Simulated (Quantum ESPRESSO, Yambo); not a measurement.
N (space group Pa-3, No. 205). The geometry is that of Materials Project entry mp-25, symmetrised and not relaxed again. Chain: PBEsol (pw.x of Quantum ESPRESSO, ONCV potentials, no spin-orbit coupling); G0W0 in Yambo (2×2×2 Γ-centred k mesh, 304 bands and a 8 Ry block in the screening, 304 bands in G with the Bruneval-Gonze terminator, plasmon pole fitted at 27.2 eV); BSE (4×4×4 mesh, 16 valence and 8 conduction bands, static screening with 81 bands and a 3 Ry block, scissor 6.30 eV, Tamm-Dancoff).

```yaml
PBEsol gap (dense path): 7.21 eV
PBEsol gap X → Γ on the GW mesh: 7.21 eV
PBEsol smallest direct gap on the GW mesh, at Γ: 7.24 eV
G0W0 direct gap at that point: 13.54 eV
G0W0 correction to the gap X → Γ: 6.30 eV
lowest_exciton: no binding energy given (see below)
RPA electronic dielectric constant along x: 1.58 (4×4×4 mesh, PBEsol bands)
```

Rough cost of the Yambo steps against G0W0 for 8 states: BSE about 2×, one RPA spectrum about 1/9.

Nearest settings tried, and what they do to the gap: 105 bands in W, 105 bands in G: +74 meV; 133 bands in W: +32 meV; 7 Ry block (389 vectors against 485): -15 meV. Not varied: mesh. So the settings aren't converged at that level. The k mesh is coarse. The BSE states are vertical excitations (zero momentum). Convergence of the RPA response with its 4×4×4 mesh was not tested. The run can't give a binding energy: its band window is complete only up to 17.71 eV, too close above the direct gap of 13.54 eV.
